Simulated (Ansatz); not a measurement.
PbS (zinc blende, F-43m) is relaxed with r²SCAN in the plane-wave PAW code Ansatz. What lattice parameters of the conventional cell result?

a = 6.602 Å.

Is it a metal or does it have a gap at this level?

A gap of 0.95 eV, indirect.

The start of the workflow was typed in or built on a structure type; neither database checked (COD, Materials Project) lists it. It is not the phase usual at ambient conditions (space group No. 225). The r²SCAN relaxation kept the symmetry of its start. At this level the phase is mechanically unstable. Spin–orbit coupling is left out wherever it is not named.

Potentials: the earlier of the program's two PAW sets.
